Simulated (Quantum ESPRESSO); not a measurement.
```cif
data_GaP
_chemical_formula_sum 'P1 Ga1'
_space_group_name_H-M_alt 'P 1'
_space_group_IT_number 1
_cell_length_a 3.84662
_cell_length_b 3.84662
_cell_length_c 3.84662
_cell_angle_alpha 60.000
_cell_angle_beta 60.000
_cell_angle_gamma 60.000
loop_
_space_group_symop_operation_xyz
  'x, y, z'
loop_
_atom_site_label
_atom_site_type_symbol
_atom_site_fract_x
_atom_site_fract_y
_atom_site_fract_z
_atom_site_occupancy
P1 P 0.75000 0.75000 0.75000 1
Ga1 Ga 0.00000 0.00000 0.00000 1
```

Cell and atoms were relaxed with PBEsol from Materials Project entry mp-2490, within its symmetry.

### Question
What does PBEsol (pw.x of Quantum ESPRESSO, ONCV potentials, scalar-relativistic) give for the electronic structure near the Fermi level?

### Answer
The PBEsol gap is indirect, 1.47 eV, from Γ to 82 % of the way from Γ to X; the smallest direct gap is 1.78 eV. Spin-orbit splittings are left out.
